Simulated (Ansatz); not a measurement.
InSb:
Space group P6₃mc (No. 186); a = b = 4.6025 Å, c = 15.0925 Å, α = β = 90.00°, γ = 120.00°

```tsv
atom	site	symmetry	x	y	z
In	2b	3m.	0.3333	0.6667	0.4999
Sb	2b	3m.	0.6667	0.3333	0.1877
In	2a	3m.	0.0000	0.0000	0.2503
Sb	2a	3m.	0.0000	0.0000	0.4371
```

Relaxed with PBEsol. The program Ansatz at the PBEsol level (PAW) gives no gap.

Problem. What gap does HSE06 give on the same cell (Ansatz, PAW)?

Solution. 0.42 eV. The hybrid was solved on a coarser mesh and at special points; its gap is the smallest among all of these. On such a mesh it can open a false gap in a semimetal.

```tsv
k	v1 PBEsol	c1 PBEsol	v1 HSE06	c1 HSE06
Γ	0.00	0.00	0.00	0.42
A	-0.20	0.45	…	…
K	-1.44	1.55	…	…
H	-1.74	1.75	…	…
M	-1.01	0.59	…	…
L	-1.25	1.06	-1.35	1.69
```

Problem. Top valence (v1) and lowest conduction level (c1) in eV from each method's valence maximum (which need not be a listed point): supply the withheld HSE06 values.

Solution. 
- M, v1 HSE06: -1.09
- M, c1 HSE06: 1.23
- K, v1 HSE06: -1.55
- K, c1 HSE06: 2.22
- A, v1 HSE06: -0.22
- A, c1 HSE06: 1.11
- H, v1 HSE06: -1.87
- H, c1 HSE06: 2.38

Cost on shared cores: the PBEsol run (SCF on a 10×10×3 mesh, then bands and DOS) about 7 core-minutes (a rough figure), the HSE06 run (SCF on 4×4×1, then a few points) very roughly 7 core-minutes; the tasks are unlike.

Space group P6_3mc. The start of the workflow was typed in or built on a structure type; neither database checked (COD, Materials Project) lists it. It is not the phase usual at ambient conditions (space group No. 216). The cell was relaxed with PBEsol under the symmetry of its start; of distortions, only those at the zone centre were tested. Spin–orbit coupling is left out wherever it is not named.

Potentials: the later of the program's two PAW sets.
